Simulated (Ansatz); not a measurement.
Relaxed-ion elastic tensor of InGaN$_{2}$ in space group P3m1 (No. 156; In on 1a, Ga on 1c, N on 1c, N on 1a) in GPa (Voigt order), DFT-PBEsol in the program Ansatz with PAW potentials; density 6.59 g/cm³, 13.39 Å³ per atom.

|  | 1 | 2 | 3 | 4 | 5 | 6 |
|---|---|---|---|---|---|---|
| 1 | 249 | 107 | 93.2 | 0.0 | 0.0 | 0.0 |
| 2 | 107 | 249 | 93.2 | 0.0 | 0.0 | 0.0 |
| 3 | 93.2 | 93.2 | 308 | 0.0 | 0.0 | 0.0 |
| 4 | 0.0 | 0.0 | 0.0 | 59.8 | 0.0 | 0.0 |
| 5 | 0.0 | 0.0 | 0.0 | 0.0 | 59.8 | 0.0 |
| 6 | 0.0 | 0.0 | 0.0 | 0.0 | 0.0 | 71.4 |

Problem. Is the crystal mechanically stable?

Solution. Yes: the smallest eigenvalue of C is 59.8 GPa.

Problem. Work out the Voigt, Reuss and Hill averages.

Solution. K_V = 155, K_R = 154, K_H = 154; G_V = 72.5, G_R = 69.9, G_H = 71.2 GPa.

Problem. Give Young's modulus, Poisson's ratio, Pugh's ratio and the universal anisotropy index.

Solution. E = 9KG/(3K + G) = 185 GPa; ν = 0.30; K/G = 2.17 (ductile by the Pugh limit of 1.75); A_U = 5G_V/G_R + K_V/K_R − 6 = 0.19.

Problem. Estimate the sound speeds and the Debye temperature.

Solution. v_l = √((K + 4G/3)/ρ) = 6150 m/s, v_t = √(G/ρ) = 3290 m/s, mean 3670 m/s; Θ = (h/k)(3n/4πV)^(1/3) v_m = 460 K.

Problem. Solve the Christoffel equation for the three sound speeds along x, y, z.

Solution. Eigenvalues of C_ijkl n_j n_l equal ρv² (piezoelectric stiffening left out). In km/s, slowest first: x 3.01, 3.29, 6.15; y 3.01, 3.29, 6.15; z 3.01, 3.01, 6.84.

Problem. How much does each axis shrink under pressure?

Solution. Linear compressibilities β_i = Σ_j S_ij (j = 1 to 3): x 2.3, y 2.3, z 1.8 per TPa.

The first step of the workflow began from a Materials Project structure, measured or hypothetical; the Crystallography Open Database copy checked does not list it. With In and Ga taken as one species the cell has the higher symmetry P6_3mc, so it may be an ordered model of a mixed-site phase. Whether it is the stable phase at ambient conditions was not checked. The cell was relaxed with PBEsol under the symmetry of its start; of distortions, only those at the zone centre were tested.

Potentials: the later of the program's two PAW sets.
